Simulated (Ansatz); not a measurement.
V$_{3}$Si (A15 (Cr3Si type), Pm-3n) at seven volumes, HSE06 (plane waves, PAW; program Ansatz), scaled uniformly. One row is withheld.

| V (Å³/atom) | P (GPa) |
|---|---|
| 11.497 | 24.31 |
| 11.876 | 15.17 |
| 12.255 | 7.02 |
| 12.634 | 0.00 |
| 13.013 | ? |
| 13.392 | -10.88 |
| 13.771 | -15.41 |

### Question
Fit the shown pressures and predict the withheld one.

### Answer
Third-order Birch–Murnaghan: P = (3/2)B₀(x^(7/2) − x^(5/2))[1 + (3/4)(B′ − 4)(x − 1)] with x = (V₀/V)^(2/3). Least squares on the six rows gives V₀ = 12.641 Å³/atom, B₀ = 212.9 GPa, B′ = 3.96. At V = 13.013, x = 0.9809 and P = -5.83 GPa. The run itself gave -5.76 GPa.

Symmetry was held in the HSE06 relaxation. Magnetic state: ferromagnetic, the only order run, not a proven ground state. Other orbital occupations within this spin state were not tried. The hybrid run found no gap, on a coarse k-mesh.

Potentials: the later of the program's two PAW sets.
